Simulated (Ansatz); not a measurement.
A plane-wave DFT run in Ansatz 0.2.0 (scalar-relativistic PAW potentials unless the input names others): input and command.

```yaml
crystal:
  lattice:
    - [1.50978971, 0.8716774955, 4.6950208192]
    - [-1.50978971, 0.8716774955, 4.6950208192]
    - [0.0, -1.743354991, 4.6950208192]
  atoms:
    - { symbol: Zr, position: [0.0, 0.0, 0.0] }
    - { symbol: V, position: [0.5, 0.5, 0.5] }
basis:
  ecutwfc: "30 meV"
kpoints:
  mp_grid: { grid: [24, 24, 24] }
hamiltonian:
  xc: pbe
scf:
  occupations: { method: gaussian, width: 0.1 }
  max_iter: 80
output:
  forces: true
  eigenvalues: true
  stress: true
```

```bash
ansatz run input.yaml --threads 1 --pin off --max-ram 2560MiB --backend cpu --events-out ev --progress --plain --runs-dir out
```

Question: What is wrong with this input?

Answer: The program refuses it, because of a cutoff in the wrong unit (basis.ecutwfc: 420 → "30 meV"). With the sound run's settings it is accepted.

Abridged log:
```
Error: inconsistent input (basis.ecutwfc, kpoints): the smallest per-k basis holds n_pw = 0 plane waves (k-point 1, counted from 0 among those solved) but the deck needs at least 14 band(s) per channel, and no run solves more bands than the smallest per-k basis has plane waves; raise basis.ecutwfc until the smallest per-k basis, which caps the automatic band count, holds at least 14 plane waves
```